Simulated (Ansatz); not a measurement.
Structure types of Co were relaxed at one common pressure (all-electron LAPW in Ansatz 0.2.0 under LDA, scalar-relativistic, ferromagnetic start, zero temperature). They take these volumes:

| type | space group | V (Å³/atom) |
| --- | --- | --- |
| hcp | P6_3/mmc | 9.13 |
| diamond | Fd-3m | 12.06 |
| beta tin | I4_1/amd | 9.58 |
| simple hexagonal | P6/mmm | 9.67 |

Task: At about which pressure, and is the densest type also the lowest in enthalpy?

Result: 29 GPa. The densest is hcp, and it is also the lowest in enthalpy among these.
